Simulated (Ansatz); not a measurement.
Start of a relaxation of AlV3N4:

```
CELL_PARAMETERS angstrom
4.61606 0.00000 0.00000
0.00000 4.61606 0.00000
0.00000 0.00000 4.61606
ATOMIC_POSITIONS crystal
Al 0.50000 0.50000 0.50000
V 0.50000 0.00000 0.00000
V 0.00000 0.00000 0.50000
V 0.00000 0.50000 0.00000
N 0.75000 0.25000 0.75000
N 0.75000 0.75000 0.25000
N 0.25000 0.25000 0.25000
N 0.25000 0.75000 0.75000
```

Level of theory: DFT PBE, scalar-relativistic, plane waves, PAW (Ansatz 0.2.0). Cutoff 420 eV, Gaussian smearing, Γ-centred meshes. Cell and atoms relax first on a coarse mesh and then on a finer one. In between, the cell is made exact in the group found at 0.06 Å. In metals the finer mesh still leaves noise of several meV/atom or more. The steps can't lower the symmetry of their start. Collinear spin, starting moments V 2.0 (×3) μB; they died out on the coarse mesh, so the last step has no spin.

A guess keeps its type if space group and coordination stay and the shape of the cell changes little (axis ratios within about 15 %, angles within 6°); the volume may change.

**Question.** Does it keep its structure type, or change into something else?

**Answer.** It keeps its type. The symmetry stays P-43m (No. 215). The volume per atom shrinks by 11.8 %, from 12.3 to 10.8 Å³. The shortest distance goes from 2.00 Å (Al–N and V–N) to 1.89 Å (Al–N). Counting neighbours within 15 % of an atom's shortest distance, the start has Al 4, N 4, V 4 and the end Al 4, N 4, V 4.

The zero of energy is the elements' standard structures at the same level (N₂ as a molecule); no fitted shifts are applied.

**Question.** At what energy does it end?

**Answer.** −0.83 eV/atom.

The last run used an 8×8×8 mesh for its 8-atom cell and Gaussian smearing of 0.10 eV. Trial moments died out on the coarse mesh, so the last step has no spin; another magnetic start might hold. Symmetry constrained the relaxation, so the result can be a saddle point. Another cell of AlV3N4 relaxed alike but with spin, in P4/mmm, lies 165 meV/atom lower, so this cell isn't the stable form at this level.
